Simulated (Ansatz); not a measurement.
TaGaNi6 in space group P4/mmm (No. 123; Pearson symbol tP8), PBE in the plane-wave PAW code Ansatz, all energies at zero smearing, with the estimated change up to a 700 eV cutoff added, with one set of potentials and settings (totals compare only within such a set). Cell of 8 atoms (1 Ta, 1 Ga, 6 Ni): -48757.587 eV.

```
element                             reference phase  E (eV/atom)
-------  ------------------------------------------  -----------
Ta                       Im-3m, 1 atoms in the cell   -9933.2341
Ga                        Cmce, 4 atoms in the cell   -3783.0259
Ni       Fm-3m, 1 atoms in the cell, spin-polarised   -5839.7295
```

Formation energy per atom, worked out: (-48757.587 − 1×(-9933.2341) − 1×(-3783.0259) − 6×(-5839.7295))/8 = -0.369 eV/atom (-36 kJ per mol of atoms), at 0 K, without zero-point energy or fitted corrections.

The workflow started from a Materials Project entry (that database holds measured and hypothetical structures alike); the Crystallography Open Database copy checked does not list it. With Ta and Ga taken as one species the cell has the higher symmetry Pm-3m, so it may be an ordered model of a mixed-site phase. Whether it is the stable phase at ambient conditions was not checked. Symmetry was held in the PBE relaxation; its stability against distortions is not shown here. The run is not spin-polarised. The references are the lowest solids computed at this level, not always the standard phases. Scalar-relativistic: spin–orbit coupling is off unless named, which matters more the heavier the elements.

Potentials: the earlier of the program's two PAW sets.
